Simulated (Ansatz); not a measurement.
HfSiMo in space group Pnma (No. 62; Hf on 4c, Si on 4c, Mo on 4c), DFT-PBE in the program Ansatz with PAW potentials, all energies at zero smearing, with the estimated change up to a 700 eV cutoff added, with one set of potentials and settings (totals compare only within such a set). Cell of 12 atoms (4 Hf, 4 Si, 4 Mo): -85264.656 eV.

```json
[
 {"element": "Hf", "reference phase": "P6_3/mmc, 2 atoms in the cell", "E (eV/atom)": "-15722.2087"},
 {"element": "Si", "reference phase": "Fd-3m, 2 atoms in the cell", "E (eV/atom)": "-635.8114"},
 {"element": "Mo", "reference phase": "Im-3m, 1 atoms in the cell", "E (eV/atom)": "-4956.0557"}
]
```

Formation energy per atom, worked out: (-85264.656 − 4×(-15722.2087) − 4×(-635.8114) − 4×(-4956.0557))/12 = -0.696 eV/atom (-67 kJ per mol of atoms), at 0 K, without zero-point energy or fitted corrections.

The workflow started from a Materials Project entry (that database holds measured and hypothetical structures alike); the Crystallography Open Database copy checked does not list it. Whether it is the stable phase at ambient conditions was not checked. Symmetry was held in the PBE relaxation; its stability against distortions is not shown here. No spin polarisation was allowed. The references are the lowest solids computed at this level, not always the standard phases. Scalar-relativistic: spin–orbit coupling is off unless named, which matters more the heavier the elements.

Potentials: the earlier of the program's two PAW sets.
